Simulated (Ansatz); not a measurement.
Na (hcp (Mg type), P6_3/mmc) under volume change, the program Ansatz at the LDA level (PAW), shape and atoms relaxed at each volume.

| V (Å³/atom) | E − E(relaxed) (meV/atom) | P (GPa) |
|---|---|---|
| 30.370 | 8.9 | 1.02 |
| 31.371 | 3.7 | 0.63 |
| 32.373 | 0.9 | 0.29 |
| 33.374 | 0.0 | 0.00 |
| 34.375 | 0.8 | -0.26 |
| 35.376 | 3.1 | -0.48 |
| 36.378 | 6.7 | -0.67 |

Task: What does a third-order Birch–Murnaghan fit give for V₀, B₀ and B′?

Result: V₀ = 33.37 Å³/atom, B₀ = 9.1 GPa, B′ = 3.7.

The workflow started from a Materials Project entry (that database holds measured and hypothetical structures alike); the Crystallography Open Database files this formula in space group No. 194, but the cells were not matched. It is not the phase usual at ambient conditions (space group No. 229). The cell was relaxed with LDA under the symmetry of its start; of distortions, only those at the zone centre were tested.

Potentials: the earlier of the program's two PAW sets.
